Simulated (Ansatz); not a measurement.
W in space group R-3m (No. 166; Pearson symbol hR13) under volume change, r²SCAN in the plane-wave PAW code Ansatz, shape and atoms relaxed at each volume.

```csv
V (Å³/atom),E − E(relaxed) (meV/atom),P (GPa)
15.490,60.1,20.61
15.985,___,___
16.479,0.0,-0.01
16.973,12.8,-8.06
17.468,___,___
```

Q: What belongs in the gaps?

A: 
- 15.985, E − E(relaxed) (meV/atom): 14.2
- 15.985, P (GPa): 9.46
- 17.468, E − E(relaxed) (meV/atom): 48.4
- 17.468, P (GPa): -14.89

Q: What does a third-order Birch–Murnaghan fit give for V₀, B₀ and B′?

A: V₀ = 16.48 Å³/atom, B₀ = 291 GPa, B′ = 4.4.

The start of the workflow was typed in or built on a structure type; neither database checked (COD, Materials Project) lists it. It is not the phase usual at ambient conditions (space group No. 229). The cell was relaxed with r²SCAN under the symmetry of its start; whether a distortion lowers the energy is not shown. No spin polarisation was allowed. Spin–orbit coupling is left out wherever it is not named.

Potentials: the earlier of the program's two PAW sets.
